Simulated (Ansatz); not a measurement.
AlCuSnS4 in space group Imma (No. 74; Pearson symbol oI28), LDA in the plane-wave PAW code Ansatz, all energies at zero smearing, with the estimated change up to a 700 eV cutoff added, with one set of potentials and settings (totals compare only within such a set). Cell of 14 atoms (2 Al, 2 Cu, 2 Sn, 8 S): -32862.314 eV.

| element | reference phase | E (eV/atom) |
|---|---|---|
| Al | Fm-3m, 1 atoms in the cell | -512.8755 |
| Cu | Fm-3m, 1 atoms in the cell | -6555.7242 |
| Sn | I4_1/amd, 2 atoms in the cell | -5879.5359 |
| S | Fddd, 32 atoms in the cell | -869.4931 |

Formation energy per atom, worked out: (-32862.314 − 2×(-512.8755) − 2×(-6555.7242) − 2×(-5879.5359) − 8×(-869.4931))/14 = -0.721 eV/atom (-70 kJ per mol of atoms), at 0 K, without zero-point energy or fitted corrections.

The workflow started from a Materials Project entry (that database holds measured and hypothetical structures alike); the Crystallography Open Database copy checked does not list it. Whether it is the stable phase at ambient conditions was not checked. Symmetry was held in the LDA relaxation; whether a distortion lowers the energy is not shown. The run is not spin-polarised. The references are the lowest solids computed at this level, not always the standard phases. Scalar-relativistic: spin–orbit coupling is off unless named, which matters more the heavier the elements.

Potentials: the later of the program's two PAW sets.
